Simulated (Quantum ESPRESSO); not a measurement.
# Moving one atom in Al3ZnON3

The results below are calculated, not measured. They come from pw.x of Quantum ESPRESSO 7.5, a plane-wave density functional program, with PseudoDojo standard norm-conserving files (v0.5 for PBE, v0.4.1 for LDA and PBEsol). The cells are made up: elements, strain and atom displacements were drawn at random, and nothing was relaxed. There is no spin polarisation, spin-orbit coupling or dispersion term.

The cell has 8 sites of a wurtzite lattice (rectangular cell). Sites 1 to 4 hold Al Al Zn Al; sites 5 to 8 hold O N N N. Cell vectors in Å: (3.207, 0.034, 0.023); (0.059, 5.497, -0.022); (0.037, -0.021, 5.148). Settings: PBE, cutoff 1143 eV, 5 x 4 x 4 k mesh shifted by half a step, Fermi-Dirac smearing of 0.025 eV.

Each run shifts the O atom on site 5 along x and leaves all else fixed. Site 3 is one of its nearest neighbours. E is the free energy of the cell above the lowest run shown. The last column is band 26 less band 25 at Gamma, from a band step after each run.

```
run  shift (Å)  Fx on site 5 (eV/Å)  Fx on site 3 (eV/Å)  P (GPa)  E (meV)  level step at Gamma (eV)
  1    -0.0788                1.906               -1.398    -4.32    116.9                     2.398
  2    -0.0712                1.784               -1.311    -4.38    102.9                     2.401
  4    -0.0205                0.994               -0.756    -4.71     32.6                     2.417
  5     0.0193                0.405               -0.346    -4.86      4.8                     2.427
  6     0.0567               -0.145                0.030    -4.90      0.0                     2.434
  7     0.0756               -0.421                0.219    -4.89      5.4                     2.436
  3    -0.0402                    ?                    ?        ?        ?                         ?
```

A rerun of one of these cells at 1437 eV and k mesh 7 x 6 x 6 moved values by no more than 0.002 eV in the cell's energy, 0.04 GPa in stress and 0.003 eV/Å in force.

## Worked fit

A parabola through the six runs shown gives Fx on site 5 = 0.689 - 15.03 u + 5.0 u² eV/Å, with u in Å and a scatter of 0.005 eV/Å. Minus the slope, 15.03 ± 0.20 eV/Å², is this atom's force constant along x at u = 0, with its periodic images moving too. The fitted force vanishes at u = 0.047 Å, where the energy should be lowest along this line. The error is the larger of the fit's own and the change that a cubic makes, rounded up.

## Withheld run

Question: what Fx on site 5 should run 3 give?

The fit gives 1.301 eV/Å. The calculation gave 1.296 eV/Å.

| run | shift (Å) | Fx on site 5 (eV/Å) | Fx on site 3 (eV/Å) | P (GPa) | E (meV) | level step at Gamma (eV) |
| --- | --- | --- | --- | --- | --- | --- |
| 3 | -0.0402 | 1.296 | -0.966 | -4.60 | 55.2 | 2.411 |